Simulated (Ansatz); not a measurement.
Method: r2SCAN, no spin polarisation; PAW, plane waves to 500 eV, 6×6×10 Γ-centred mesh, methfessel-paxton occupations (width 0.1138 eV) (Ansatz 0.2.0), atoms fixed.

Computed maps in the lattice plane spanned by a (left to right, 6.05 Å, 18 points from zero) and b (bottom to top, 5.59 Å, 17 points from zero), 90° apart, at height 0.250 along c. The fields are smooth PAW ones with compensation charges, not the true ones near nuclei.

Valence density. Digits on a logarithmic scale: 0 up to 0.03 e/Å³, each further digit a factor of 1.6, 9 from 1.3 e/Å³ up:
```
799999754444444556
789998654433345677
977776544333346899
986555554433357999
996556665433358999
996678997543458999
976699999644457999
765799999754445688
555799999755444455
445699999766544334
444568987888754333
344556668999964333
455555569999985333
467876569999985433
689998668999975444
799999767999865445
799999755676554445
```

ELF. Ten even steps from '0' (0.10) to '9' (0.78):
```
145565211110001111
235653111000001112
422211110000001366
731111111000002799
952210111100014899
852113542100013899
632146665100011589
211265256211110134
111265355211110011
111146653121110001
001113432233100000
001111112688510000
011111114899831000
112310126999841000
136652124899721000
266465122476201001
264146211121001111
```

Problem. The cell is PdRh. Which atoms lie within 0.2 Å of this plane, and where (fractions of a and b)?

Solution. Pd at (0.17, 0.01), Pd at (0.33, 0.51), Rh at (0.57, 0.19), Rh at (0.93, 0.69). The whole cell:
```xyz
8
Lattice="6.0517 0.0000 0.0000 0.0000 5.5905 0.0000 0.0000 0.0000 3.3657" Properties=species:S:1:pos:R:3 pbc="T T T"
Pd    1.0046    0.0280    0.8414
Pd    5.0471    5.5626    2.5243
Pd    4.0304    2.7673    2.5243
Pd    2.0213    2.8232    0.8414
Rh    3.4797    1.0622    0.8414
Rh    2.5720    4.5283    2.5243
Rh    0.4539    1.7331    2.5243
Rh    5.5978    3.8575    0.8414
```

Origin: a known structure type with other elements, at an estimated volume, so it need not be a known compound. Caveats: many states at the Fermi level without spin polarisation, so a magnetic state may lie lower; atoms or cell far from equilibrium.
